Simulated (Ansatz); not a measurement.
## Yb$_{2}$InGe$_{2}$ in Ansatz, relaxation

Input:

```yaml
crystal:
  lattice:
    - [7.077374, 0.0, 0.0]
    - [0.0, 7.077374, 0.0]
    - [0.0, 0.0, 4.057596]
  atoms:
    - { symbol: Yb, position: [0.17773, 0.67773, 0.5] }
    - { symbol: Yb, position: [0.32227, 0.17773, 0.5] }
    - { symbol: Yb, position: [0.82227, 0.32227, 0.5] }
    - { symbol: Yb, position: [0.67773, 0.82227, 0.5] }
    - { symbol: In, position: [0.0, 0.0, 0.0] }
    - { symbol: In, position: [0.5, 0.5, 0.0] }
    - { symbol: Ge, position: [0.37749, 0.87749, 0.0] }
    - { symbol: Ge, position: [0.12251, 0.37749, 0.0] }
    - { symbol: Ge, position: [0.62251, 0.12251, 0.0] }
    - { symbol: Ge, position: [0.87749, 0.62251, 0.0] }
kpoints:
  mp_grid: { grid: [4, 4, 6], shift: [0, 0, 0] }
magnetization:
  spin_polarized: false
scf:
  occupations: { method: cold, width: 0.063 }
  lower_state_search: "off"
hamiltonian:
  pseudopotentials: { kind: paw }
  xc: r2scan
basis:
  ecutwfc: 500
  fft_grid_basis: typed
relax:
  max_steps: 80
  f_tol: 0.03
output:
  forces: true
  stress: true
  eigenvalues: true
  bader: true
  populations: true
  elf: true
  write_potential: true
  volumetric_format: npy
  dos:
    e_range: [-12, 8]
    de: 0.05
    projected: { site_lists: { Ge: [Ge], In: [In], Yb: [Yb] } }
checkpoint:
  read: saved_state
```

Launch command:

```bash
ansatz run input.yaml --threads 2 --pin off --max-ram 2560MiB --backend cpu --events-out ev --progress --plain --runs-dir out
```

Origin of the cell: a known structure type with other elements, at an estimated volume, so it need not be a known compound.

The saved state is a converged single point of the same cell.

Excerpt of the output:

```
Warning: output.stress: scf.convergence.dr2_threshold = 1e-7 eV (the SCF's general default) is looser than the 1e-9 eV advised for a printed stress (1e-10 eV for each atom of the cell: 10). W […]
Yb: projections on atomic orbitals take those of the free atom [Kr 4d10] 4f14 5s2 5p6 5d0 6s2, of charge +0.00 (hamiltonian.pseudopotentials.projection_atoms); the dataset's partial waves lea […]
Pseudopotentials: kind: paw
Pseudopotential: Yb, paw, valence charge 24, recommended cutoff 500 eV (meta_gga), Yb.paw.azcp
Pseudopotential: In, paw, valence charge 13, recommended cutoff 500 eV (meta_gga), In.paw.azcp
Pseudopotential: Ge, paw, valence charge 14, recommended cutoff 500 eV (meta_gga), Ge.paw.azcp
Functional definition: r2SCAN
  exchange = r2scan_x(k0 = k0, k1 = k1, a1 = a1)
  correlation = r2scan_c
Crystal: 10 atoms, lattice volume = 203.242 Å³
Basis set: ecut = 500 eV, 5187 PW (Γ), exchange–correlation on 216×216×120 points (64 copies of the dense FFT grid, shifted against one another)
[… 14 lines left out …]
Initial density: read from a saved state, or passed on in memory by an earlier SCF of this step, an earlier step, the calling program or the single point that the run made first
Functional: x = r2scan, c = r2scan; τ floored in thin density (d = 2e-4 eV/Å³)
SCF iter   1: F=—  HF=-83665.208508 eV  Δρ=2.83e-3  dr2=1.11e-2  dr2_τ=9.98e-4
SCF iter   2: F=—  HF=-83665.223430 eV  S|Δr|=    0.00e0  Δρ=6.71e-3  dr2=7.46e-2  dr2_τ=2.46e-4  recentre
SCF iter   3: F=—  HF=-83665.213552 eV  S|Δr|=    0.00e0  Δρ=2.31e-3  dr2=8.16e-3  dr2_τ=2.39e-4
SCF iter   4: F=—  HF=-83665.214157 eV  S|Δr|=    0.00e0  Δρ=1.41e-3  dr2=2.12e-3  dr2_τ=1.76e-4
SCF iter   5: F=—  HF=-83665.216639 eV  S|Δr|=    0.00e0  Δρ=4.84e-4  dr2=5.01e-4  dr2_τ=2.09e-5
SCF iter   6: F=—  HF=-83665.216946 eV  S|Δr|=    0.00e0  Δρ=3.87e-4  dr2=2.52e-4  dr2_τ=1.34e-5
SCF iter   7: F=—  HF=-83665.216966 eV  S|Δr|=    0.00e0  Δρ=1.66e-4  dr2=5.34e-5  dr2_τ=1.07e-6
SCF iter   8: F=—  HF=-83665.217127 eV  S|Δr|=    0.00e0  Δρ=1.47e-4  dr2=4.26e-5  dr2_τ=3.58e-7
SCF iter   9: F=—  HF=-83665.217121 eV  S|Δr|=    0.00e0  Δρ=7.41e-5  dr2=1.07e-5  dr2_τ=2.05e-7
SCF iter  10: F=—  HF=-83665.217120 eV  S|Δr|=    0.00e0  Δρ=3.74e-5  dr2=2.86e-6  dr2_τ=2.60e-8
SCF iter  11: F=—  HF=-83665.217120 eV  S|Δr|=    0.00e0  Δρ=7.45e-6  dr2=8.86e-8  dr2_τ=1.49e-8
SCF iter  12: F=-83665.217120 eV  HF=-83665.217120 eV  S|Δr|=    0.00e0  Δρ=4.93e-6  dr2=4.33e-8  dr2_τ=5.26e-10
relax step   1: F+E_penalty+E_count = -83665.217120 eV  Δ(F+E_penalty+E_count) = +0.000e0 eV  max|allowed force component| = 1.450e-1 eV/Å  Δτ_max = 0.0000 Å  (12 SCF iters, accepted)
relax step   2: F+E_penalty+E_count = -83665.201504 eV  Δ(F+E_penalty+E_count) = +1.562e-2 eV  max|allowed force component| = 2.398e-1 eV/Å  Δτ_max = 0.0590 Å  (9 SCF iters, dr2 threshold 1.31e-6 eV, rejected (line search))
relax step   3: F+E_penalty+E_count = -83665.226829 eV  Δ(F+E_penalty+E_count) = -9.709e-3 eV  max|allowed force component| = 5.232e-3 eV/Å  Δτ_max = 0.0205 Å  (12 SCF iters, accepted)
SCF 4 converged in 3 iterations: F = -83665.226829 eV  dr2 = 5.15e-9
SCF converged after 3 iterations
Stability not checked: this state was not tested for a lower state beside it, because cold or Methfessel-Paxton smearing, or corrected tetrahedra, fill the levels in a way that the test cannot read (fill_not_monotonic; […]
Free energy (F): -83665.226829 eV
Harris-Foulkes:  -83665.226829 eV  (|F-HF|=2.15e-9)
Internal energy: -83665.227048 eV  (E = F + TS)
E sigma→0 (E₀):  -83665.226902 eV
Entropy (-TS):   0.000219 eV (0.022 meV/atom)
Fermi energy:    14.588437 eV
--- Per-component energies (eV) ---
  E_band       = 123.935385
  E_kinetic    = 2401.106566
  E_local      = -32667.681661  (includes V_loc(G=0)·N_el)
  E_nonlocal   = 4545.371139
  E_hartree    = 14299.103793
  E_xc         = -1345.816196
  E_vxc        = -1436.086706  (∫ρ·V_xc dr)
  E_paw        = -45931.499982  (= ΣΔE_a)
  E_vpaw       = -1404.979546  (= ΣTr[D̂ρ^β])
  E_aug_tail   = 0.000077  (compensation charges beyond the density's cutoff)
  E_vtau       = 87.989423  (kinetic-family band-sum trace: ∫τ·v_τ [+ j·A + Jᵃ·Aᵃ] dr)
  E_ewald      = -24966.795637
  E_core_change = 0.984854  (= ΣΔE_core)
  E_smearing   = 0.000219  (= −TS)
  Σ components = -83665.226829   (vs F -83665.226829, Δ=0.00e0)
--- Forces (eV/Å), atoms counted from 1 ---
  atom   1  Yb    -0.002360    -0.002360     0.000000
  atom   2  Yb     0.002360    -0.002360     0.000000
  atom   3  Yb     0.002360     0.002360     0.000000
  atom   4  Yb    -0.002360     0.002360     0.000000
  atom   5  In     0.000000     0.000000     0.000000
  atom   6  In     0.000000     0.000000     0.000000
  atom   7  Ge     0.005232     0.005232     0.000000
  atom   8  Ge    -0.005232     0.005232     0.000000
  atom   9  Ge    -0.005232    -0.005232     0.000000
  atom  10  Ge     0.005232    -0.005232     0.000000
  max |Σ_I F_I| component: 2.95e-17 eV/Å
--- Stress (GPa, compression-positive) ---
        7.946318       0.000000       0.000000
        0.000000       7.946318       0.000000
        0.000000       0.000000       9.507174
  P = ⅓ Tr σ = 8.4666 GPa (84.666 kbar)
--- Relaxed structure (3 steps of the walk, 2 accepted, 0 SCFs on fresh bases) ---
  F+E_penalty+E_count = -83665.226829 eV   max|allowed force component| = 5.232e-3 eV/Å
  atoms:
    - { symbol: Yb, position: [0.175685, 0.675685, 0.500000] }
    - { symbol: Yb, position: [0.324315, 0.175685, 0.500000] }
    - { symbol: Yb, position: [0.824315, 0.324315, 0.500000] }
    - { symbol: Yb, position: [0.675685, 0.824315, 0.500000] }
    - { symbol: In, position: [0.0, 0.0, 0.0] }
    - { symbol: In, position: [0.500000, 0.500000, 0.0] }
    - { symbol: Ge, position: [0.377825, 0.877825, 0.0] }
    - { symbol: Ge, position: [0.122175, 0.377825, 0.0] }
    - { symbol: Ge, position: [0.622175, 0.122175, 0.0] }
    - { symbol: Ge, position: [0.877825, 0.622175, 0.0] }
--- Löwdin populations: 10 sites ---
  site symbol       q [e]
     0     Yb     24.1088
     1     Yb     24.1088
     2     Yb     24.1088
     3     Yb     24.1088
     4     In     12.7263
     5     In     12.7263
     6     Ge     13.9890
     7     Ge     13.9890
     8     Ge     13.9890
     9     Ge     13.9890
  spilling = 0.000878 (of n_electrons = 178.000000)
--- Bader charges: 10 sites ---
  site symbol  charge [e]  shift [e]
     0     Yb      1.3091     0.0000
     1     Yb      1.3091     0.0000
     2     Yb      1.3091     0.0000
     3     Yb      1.3091     0.0000
     4     In     -0.2528     0.0000
     5     In     -0.2529     0.0000
     6     Ge     -1.1827     0.0000
     7     Ge     -1.1827     0.0000
     8     Ge     -1.1825     0.0000
     9     Ge     -1.1825     0.0000
  estimated error of the sums over rays = 6.9e-4 e
```

Before:

Space group P4/mbm (No. 127); the run's cell has a = 7.077 Å, b = 7.077 Å, c = 4.058 Å, α = 90.00°, β = 90.00°, γ = 90.00°. Shortest distances: Ge–Ge 2.45 Å, Ge–In 2.81 Å, Ge–Yb 2.85 Å, In–Yb 3.30 Å, Yb–Yb 3.56 Å.

After:

Space group P4/mbm (No. 127); the run's cell has a = 7.077 Å, b = 7.077 Å, c = 4.058 Å, α = 90.00°, β = 90.00°, γ = 90.00°. Shortest distances: Ge–Ge 2.45 Å, Ge–In 2.81 Å, Ge–Yb 2.87 Å, In–Yb 3.31 Å, Yb–Yb 3.52 Å.

| Quantity | Value |
| --- | --- |
| Free energy lowered by | 1.0 meV/atom |
| Final pressure | 8.47 GPa |
| Relaxation steps listed | 3 |

Caveats: f shells without a U or exact exchange are poorly placed; no spin polarisation, so a magnetic state may lie lower; no spin-orbit coupling, though heavy elements are present; the SCF threshold is looser than advised for a stress; the relaxation held the start's symmetry, so the end may be a saddle point.

The run took 5 min on 2 threads of Arm Neoverse V1, on a shared host, peak memory 1.5 GiB, from a saved density.
